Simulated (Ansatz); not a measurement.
## Does relaxation matter for the field gradients of PbS with an S vacancy?

Start: a supercell of PbS (rock salt type, Fm-3m) built from a structure deposited in the COD (the entry's cell lengths or inner coordinates differ somewhat from later room-temperature determinations), with all atoms left at the host's positions.

Space group Fm-3m (No. 225); a = 17.7945 Å.

| site | Wyckoff | site symmetry | x | y | z |
| --- | --- | --- | --- | --- | --- |
| Pb1 | 32f | .3m | 0.3333 | 0.8333 | 0.8333 |
| Pb2 | 24e | 4m.m | 0.5000 | 0.0000 | 0.8333 |
| Pb6 | 48h | m.m2 | 0.8333 | 0.1667 | 0.0000 |
| Pb27 | 4a | m-3m | 0.0000 | 0.5000 | 0.5000 |
| S28 | 48i | m.m2 | 0.6667 | 0.1667 | 0.0000 |
| S31 | 32f | .3m | 0.8333 | 0.1667 | 0.1667 |
| S41 | 24e | 4m.m | 0.0000 | 0.5000 | 0.3333 |

One atom of each set is listed; the run and its k-mesh use a cell of 53 atoms with edges of 12.58, 12.58, 12.58 Å.

All values are calculated (Ansatz; DFT, PBE, plane waves and PAW, scalar-relativistic, 420 eV cutoff, Γ-centred 2×2×2 k-points, Fermi–Dirac smearing 0.01 eV, cell charge +2), not measured.

The largest force at the start is 0.33 eV/Å. Relaxing the ions at fixed cell moves them by 0.154 Å at most (atom 5, Pb) and 0.061 Å rms.

```csv
site,moved (Å),first shell before,first shell after,V_zz before (10²¹ V/m²),η before
Pb1,0.026,6 S at 2.97 Å,6 S at 2.96–2.98 Å,0.067,0.00
Pb2,0.154,5 S at 2.97 Å,5 S at 2.78–2.96 Å,3.46,0.00
Pb6,0.058,6 S at 2.97 Å,6 S at 2.94–3.01 Å,-1.83,0.15
S28,0.017,6 Pb at 2.97 Å,6 Pb at 2.94–2.98 Å,0.39,0.50
S31,0.014,6 Pb at 2.97 Å,6 Pb at 2.96 Å,0.023,0.00
S41,0.035,6 Pb at 2.97 Å,6 Pb at 2.78–3.01 Å,3.01,0.00
```

**Question.** How do the gradients change?

**Answer.** 

| site | V_zz after | η after | change of V_zz |
| --- | --- | --- | --- |
| Pb1 | 0.13 | 0.00 | +0.06 |
| Pb2 | 0.80 | 0.00 | -2.66 |
| Pb6 | -2.48 | 0.24 | -0.65 |
| S28 | 1.07 | 0.74 | +0.68 |
| S31 | -0.20 | 0.00 | -0.22 |
| S41 | 4.69 | 0.00 | +1.68 |

The largest change of V_zz is on Pb2, from 3.46 to 0.80. In per cent, |V_zz| changes by -77 to +36 on Pb, +56 on S (all sites that start above 0.5). Where |V_zz| stays above 0.1 and the axes keep their order, η moves most on S28, from 0.50 to 0.74. On Pb6 V_xx and V_yy change places (or their axes turn by over 50°), so the two values of η hide a larger change. V_zz changes sign on S31 (same axis). Sites without a gradient aren't listed.

The defect repeats with the cell of 53 atoms, so it feels its images: sites between two images don't show the values beside a lone defect, and zeros or small values of η there can come from the images' arrangement. A uniform background compensates the cell's charge. Spin–orbit coupling is left out, which shifts gradients on Pb by a few per cent in wide-gap crystals, and can shift them far more where the calculated gap is small or absent, as here.
Before: With a gap of 0.1 eV on this mesh, small gradients can still move by 0.1 × 10²¹ V/m² or more as the k-mesh gets denser. The neighbours have not yet relaxed around the defect (largest force 0.33 eV/Å), so a real crystal will differ.
After: With a gap of 0.2 eV on this mesh, small gradients can still move by 0.1 × 10²¹ V/m² or more as the k-mesh gets denser.
